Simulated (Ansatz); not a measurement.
InP:
Space group Pm-3n (No. 223); a = b = c = 7.2730 Å, α = β = γ = 90.00°

```
atom  site  symmetry       x       y       z
----  ----  --------  ------  ------  ------
In      6c     -4m.2  0.0000  0.5000  0.2500
P       6d     -4m.2  0.0000  0.2500  0.5000
```

Relaxed with r²SCAN. 

Task: HSE06 on this cell (Ansatz, an electronic-structure program, PAW) gives a gap of 1.41 eV. What does r²SCAN give?

Result: 1.06 eV.

Cost on shared cores: the r²SCAN run (SCF on a 4×4×4 mesh, then bands and DOS) very roughly 10 core-minutes, the HSE06 run (SCF on 3×3×3, then a few points) roughly 19 core-minutes; the tasks are unlike.

The start of the workflow was typed in or built on a structure type; neither database checked (COD, Materials Project) lists it. It is not the phase usual at ambient conditions (space group No. 216). The r²SCAN relaxation kept the symmetry of its start; whether a distortion lowers the energy is not shown. The volume moved by 28 % from the start of the relaxation. Spin–orbit coupling is left out wherever it is not named.

Potentials: the earlier of the program's two PAW sets. The files were generated under PBE; for other functionals the program regenerates the frozen cores, and for LDA and PBEsol the local potential too.

Ansatz is a plane-wave DFT program.
